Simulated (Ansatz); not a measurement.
CuI in space group P4/nmm (No. 129; Cu on 2a, I on 2c), r²SCAN+D4 (plane waves, PAW; program Ansatz). The conduction-band minimum lies at Γ, with 1 equivalent valley. Second derivatives d²E/dk² of the lowest band at one valley (eV·Å²), along Cartesian directions:

| direction | d²E/dk² |
|---|---|
| [100] | 33.30 |
| [010] | 33.30 |
| [001] | 31.33 |
| [110] | 33.32 |
| [101] | 32.31 |
| [011] | 32.31 |

Find the principal effective masses, the density-of-states mass and the conductivity mass.

Off-diagonal terms follow from H_xy = H[110] − (H_xx + H_yy)/2, and m*/mₑ = 7.620 eV·Å² over each eigenvalue: 0.23, 0.23, 0.24. One valley's DOS mass (m₁m₂m₃)^(1/3) = 0.23, conductivity mass 3/(Σ 1/mᵢ) = 0.23 mₑ.

What effective density of states Nc follows at 300 K for parabolic valleys?

Nc = 2.509e19 × 1 × (0.23)^(3/2) ≈ 2.8e18 cm⁻³.

The first step of the workflow began from a Materials Project structure, measured or hypothetical; the Crystallography Open Database copy checked does not list it. It is not the phase usual at ambient conditions (space group No. 216). Symmetry was held in the r²SCAN+D4 relaxation; its stability against distortions is not shown here. The run is not spin-polarised. Scalar-relativistic: spin–orbit coupling is off unless named, which matters more the heavier the elements.

Potentials: the later of the program's two PAW sets.

Edges and masses are those of Kohn–Sham bands, whose gap is no quasiparticle gap.
